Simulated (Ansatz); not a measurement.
Level of theory: Ansatz 0.2.0, DFT PBE, scalar-relativistic, plane waves, PAW. Settings: cutoff 420 eV, Γ-centred meshes spaced at most about 0.3 Å⁻¹, and about 0.25 Å⁻¹ or finer for metals (2π included), Gaussian smearing. No spin polarisation in the final relaxations.

Temperature and zero-point effects are left out.

Two relaxed structures of Ga3BAs2:

1.

```yaml
crystal:
  lattice:
    - [3.26361, 1.88425, 2.95270]
    - [-3.26361, 1.88425, 2.95270]
    - [0.00000, -3.76849, 2.95270]
  atoms:
    - { symbol: Ga, position: [0.00000, 0.50000, 0.50000] }
    - { symbol: Ga, position: [0.50000, 0.00000, 0.50000] }
    - { symbol: Ga, position: [0.50000, 0.50000, 0.00000] }
    - { symbol: B, position: [0.50000, 0.50000, 0.50000] }
    - { symbol: As, position: [0.13269, 0.13269, 0.13269] }
    - { symbol: As, position: [0.86731, 0.86731, 0.86731] }
```

2.

```yaml
crystal:
  lattice:
    - [5.10275, 0.00000, 0.00000]
    - [-2.55137, 4.41911, 0.00000]
    - [0.00000, 0.00000, 5.30991]
  atoms:
    - { symbol: Ga, position: [0.50000, 0.50000, 0.50000] }
    - { symbol: Ga, position: [0.50000, 0.00000, 0.50000] }
    - { symbol: Ga, position: [0.00000, 0.50000, 0.50000] }
    - { symbol: B, position: [0.00000, 0.00000, 0.50000] }
    - { symbol: As, position: [0.66667, 0.33333, 0.00000] }
    - { symbol: As, position: [0.33333, 0.66667, 0.00000] }
```

Problem. Which would you expect to be lower, and how large is the difference?

Solution. Cell 1 is lower, by 0.35 eV/atom. Cell 1 has space group R-3m (No. 166), 18.2 Å³/atom and no gap on its mesh; cell 2 has space group P6/mmm (No. 191), 20.0 Å³/atom and no gap. Counting As or B atoms around Ga (for each partner element, those within 1.25 times its shortest distance or 1.15 times the sum of covalent radii, where it is the nearest in units of that sum or under 1.3; the shortest distance is added where it exceeds 1.18 times the sum of covalent radii), cell 1 has Ga 4 and cell 2 has Ga 6 from 2.6 Å. Cell 1 holds As–As pairs (shortest 2.35 Å); in cell 2 the shortest As–As distance is 2.95 Å. The denser one is the lower, and pressure would at first widen the difference. Even the lower one lies +0.43 eV/atom against the reference forms of the elements (uncorrected), so neither is stable at this level. In cell 1, Ga has 2 B at 2.39 Å and 2 As at 2.59 Å; B has 6 Ga at 2.39 Å; around As lie 1 As at 2.35 Å and 3 Ga at 2.59 Å. In cell 2, around Ga lie 2 B at 2.55 Å, 4 Ga at 2.55 Å and 4 As at 3.04 Å; around B lie 6 Ga at 2.55 Å; around As lie 3 As at 2.95 Å and 6 Ga at 3.04 Å. Both come from invented guesses. A third cell relaxed alike, in Immm, lies 57 meV/atom below the lower of the two.

Cells relaxed within their symmetry can be saddle points.
